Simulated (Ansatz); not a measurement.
GaP:
Space group F-43m (No. 216); a = b = c = 5.391 Å, α = β = γ = 90.00°

| atom | site | symmetry | x | y | z |
|---|---|---|---|---|---|
| Ga | 4a | -43m | 0.0000 | 0.0000 | 0.0000 |
| P | 4c | -43m | 0.2500 | 0.2500 | 0.2500 |
(The calculation used a cell of 2 atoms; values per cell refer to that cell.)

Relaxed with LDA.

Task: Decompose the optical modes at the zone centre into irreducible representations, and say which are infrared and Raman allowed.

Result: Point group -43m: Γ_opt = T2. Infrared: T2. Raman: T2.

Task: Assign frequencies (DFPT, plane-wave PAW LDA (Ansatz code); without the LO–TO term).

Result: T2 365 cm⁻¹.

The cell was relaxed with LDA under the symmetry of its start. Scalar-relativistic: spin–orbit coupling is off unless named, which matters more the heavier the elements.

Potentials: the earlier of the program's two PAW sets. The files were generated under PBE; for other functionals the program regenerates the frozen cores, and for LDA and PBEsol the local potential too.
